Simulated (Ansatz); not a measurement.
Te$_{2}$Mo:
```yaml
crystal:
  lattice:
    - [3.54618, 0.00000, 0.00000]
    - [-1.77309, 3.07108, 0.00000]
    - [0.00000, 0.00000, 14.25848]
  atoms:
    - { symbol: Te, position: [0.33333, 0.66667, 0.62432] }
    - { symbol: Te, position: [0.66667, 0.33333, 0.37568] }
    - { symbol: Te, position: [0.66667, 0.33333, 0.12432] }
    - { symbol: Te, position: [0.33333, 0.66667, 0.87568] }
    - { symbol: Mo, position: [0.33333, 0.66667, 0.25000] }
    - { symbol: Mo, position: [0.66667, 0.33333, 0.75000] }
```

Relaxed with r²SCAN+D4. Special points in fractions of this cell's reciprocal vectors: Γ (0.000, 0.000, 0.000); M (0.500, 0.000, 0.000); K (0.333, 0.333, 0.000); A (0.000, 0.000, 0.500); L (0.500, 0.000, 0.500); H (0.333, 0.333, 0.500).

Question: List the band energies nearest the valence-band maximum at these points for plane-wave PAW r²SCAN+D4 with spin–orbit coupling (Ansatz code).

Answer: In eV from the valence-band maximum; about four levels below and three above (degenerate sets whole), none deeper than 8.9 eV; points with the same levels are listed once.

| k | below | above |
|---|---|---|
| Γ | -0.58 -0.58 0.00 0.00 | 2.65 2.65 2.75 2.75 |
| M | -0.68 -0.68 -0.49 -0.49 | 1.30 1.30 1.34 1.34 |
| K | -0.31 -0.31 -0.03 -0.03 | 0.97 0.97 1.01 1.01 |
| A | -0.13 -0.13 -0.13 -0.13 | 2.69 2.69 2.69 2.69 |
| L | -0.59 -0.59 -0.59 -0.59 | 1.32 1.32 1.32 1.32 |
| H | -0.29 -0.29 -0.07 -0.07 | 0.98 0.98 1.01 1.01 |

Space group P6_3/mmc. The cell was relaxed with r²SCAN+D4 under the symmetry of its start. No spin polarisation was allowed.

Potentials: the earlier of the program's two PAW sets.
